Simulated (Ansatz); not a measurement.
Zn₄TeS₃:
```xyz
8
Lattice="3.9920 0.0000 0.0000 0.0000 3.9920 0.0000 0.0000 0.0000 11.1950" Properties=species:S:1:pos:R:3 pbc="T T T"
Zn     1.9960     0.0000     9.5154
S      1.9960     1.9960     8.2037
Zn     0.0000     1.9960     6.8976
S      0.0000     0.0000     5.5975
Zn     1.9960     0.0000     4.2974
S      1.9960     1.9960     2.9913
Zn     0.0000     1.9960     1.6796
Te     0.0000     0.0000     0.0000
```

Relaxed with PBE. Special points in fractions of this cell's reciprocal vectors: Γ (0.000, 0.000, 0.000); X (0.000, 0.500, 0.000); M (0.500, 0.500, 0.000); Z (0.000, 0.000, 0.500); R (0.000, 0.500, 0.500); A (0.500, 0.500, 0.500).

**Question.** List the band energies nearest the valence-band maximum at these points for PBE in the plane-wave PAW code Ansatz.

**Answer.** In eV from the valence-band maximum; about four levels below and three above (degenerate sets whole), none deeper than 8.9 eV; points with the same levels are listed once.

```tsv
k	below	above
Γ	-1.57 -1.57 -0.63 -0.09 -0.09	0.99 2.64 2.79
X	-1.88 -1.49 -1.35 0.00	1.91 2.39 3.38
M	-2.91 -2.60 -2.60 -2.20	2.44 2.75 2.94 2.94
Z	-1.38 -1.38 -0.17 -0.17	2.11 2.23 2.76
R	-1.91 -1.90 -1.88 0.00	2.47 2.82 2.92
A	-3.03 -2.79 -2.79 -2.32	3.19 3.39 3.39
```

Space group P-4m2. The start of the workflow was typed in or built on a structure type; neither database checked (COD, Materials Project) lists it. Its standing as an ambient phase is unchecked. Symmetry was held in the PBE relaxation; whether a distortion lowers the energy is not shown. Scalar-relativistic: spin–orbit coupling is off unless named, which matters more the heavier the elements.

Potentials: the earlier of the program's two PAW sets.
